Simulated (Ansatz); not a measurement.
Here is the system:

Generalised stacking fault of SrO (rock salt) on the {100} plane. The cell below holds the perfect crystal with the plane normal along z; tilting its third vector by the shift puts one fault into each cell, between planes 2.60 Å apart, at fixed cell height.

```
SrO
1.0
    3.67342     0.00000     0.00000
    0.00000     3.67342     0.00000
    1.83671     1.83671     7.79250
O Sr
3 3
Direct
  0.00000   0.00000   0.83333
  0.33333   0.33333   0.16667
  0.66667   0.66667   0.50000
  0.83333   0.83333   0.16667
  0.16667   0.16667   0.50000
  0.50000   0.50000   0.83333
```

In-plane vectors a = (3.673, 0.000) Å, b = (0.000, 3.673) Å, area 13.49 Å². The shift is s times the vector a (length 3.673 Å), so s = 1 restores the start. The shift is rigid: no atom relaxes. γ = [E(shift) − E(0)] / area.

These are PBE (plane waves to 420 eV, PAW, scalar-relativistic; Ansatz, a program for electronic structure) values and carry that method's errors. k mesh 8×8×8 (Γ-centred), Fermi-Dirac smearing 0.05 eV. E is the zero-smearing estimate. Faults lie only 7.8 Å apart, and holding the cell height and the atoms raises γ above its relaxed value. SrO was relaxed with its symmetry unable to fall. The zero of γ is zero shift.

The scan covers s from 0.000 to 0.917 in 12 points.

Problem. Does γ have a local minimum between the ends of the line, and at which s?

Solution. No computed point is one.

Problem. At which s is γ highest?

Solution. s = 0.500.

Problem. What is the highest γ among twelve even steps of s?

Solution. 1402 mJ/m².

(The slope of γ gives the shear force per area between the displaced halves; near zero shift its curvature is an elastic stiffness.)
